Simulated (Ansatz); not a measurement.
Given:

SiO$_{2}$ (space group P6_222)

```cif
data_O6Si3
_chemical_formula_sum 'Si3 O6'
_space_group_name_H-M_alt 'P 1'
_space_group_IT_number 1
_cell_length_a 5.08001
_cell_length_b 5.08001
_cell_length_c 5.55889
_cell_angle_alpha 90.000
_cell_angle_beta 90.000
_cell_angle_gamma 120.000
loop_
_space_group_symop_operation_xyz
  'x, y, z'
loop_
_atom_site_label
_atom_site_type_symbol
_atom_site_fract_x
_atom_site_fract_y
_atom_site_fract_z
_atom_site_occupancy
Si1 Si 0.00000 0.50000 0.66667 1
Si2 Si 0.50000 0.00000 0.00000 1
Si3 Si 0.50000 0.50000 0.33333 1
O1 O 0.79225 0.58451 0.50000 1
O2 O 0.20775 0.79225 0.83333 1
O3 O 0.41549 0.20775 0.16667 1
O4 O 0.20775 0.41549 0.50000 1
O5 O 0.79225 0.20775 0.83333 1
O6 O 0.58451 0.79225 0.16667 1
```

This relaxed cell (volume V₀) is scaled evenly in all directions, its shape held. The atoms relax within the cell's symmetry.

Level of theory: PBEsol (plane waves to 420 eV, PAW, scalar-relativistic; Ansatz, a quantum-chemistry and plane-wave program). k mesh 8×8×6 (Γ-centred), Fermi-Dirac smearing 0.05 eV. The energy includes the smearing's −TS. Compression counts positive. With the shape held, the modulus is that of even scaling; a crystal free to change shape is softer. SiO2 was relaxed with its symmetry unable to fall. The zero of ΔE is the relaxed starting cell.

The scan covers V/V₀ from 0.940 to 1.060 in 9 points.

### Question
What is ΔE at V/V₀ = 0.940?

### Answer
22.6 meV/atom.

### Question
What pressure does the cell carry at V/V₀ = 0.940?

### Answer
9.06 GPa.

### Question
What is ΔE at V/V₀ = 1.060?

### Answer
19.5 meV/atom.

(A scan under strain: stresses follow from slopes of the energy per volume, elastic moduli from its curvatures.)
